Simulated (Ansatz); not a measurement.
AlCu3: zone-centre modes under pressure

AlCu3, Fm-3m, a = 5.700 Å. The structure is a Materials Project entry; whether it is the stable form wasn't checked. Ansatz: LDA, PAW, 420 eV, Γ-centred 12×12×12 mesh on 4 atoms, Fermi-Dirac smearing 0.15 eV; no spin polarisation. Cell and atoms are relaxed at each pressure with the symmetry kept; optical modes at Γ by linear response, in cm⁻¹, matched by rank (the highest 3 distinct ones).

```
P (GPa) V (Å³/atom)     ω1     ω2     ω3
      0       11.575  166.4  200.4  305.6
      3       11.376  172.7  208.3  315.2
     10       10.978      ?      ?      ?
```

Problem. Get each mode's Grüneisen parameter γ = −d ln ω/d ln V from the other rows and predict the missing frequencies.

Solution. ln(V/V0) = 0.0000, -0.0173, -0.0530; a line through ln(ω/ω0) of the 2 known rows gives ω1: γ = 2.148, predicted 186.5, computed 188.3; ω2: γ = 2.235, predicted 225.6, computed 226.1; ω3: γ = 1.788, predicted 336.0, computed 336.1. The worst miss is 1.0 %, or 8 % of the shift under pressure, so a constant γ serves at that level. In a metal these frequencies hang on the mesh and smearing.

The mesh isn't the same in all rows (12×12×12, 14×14×14).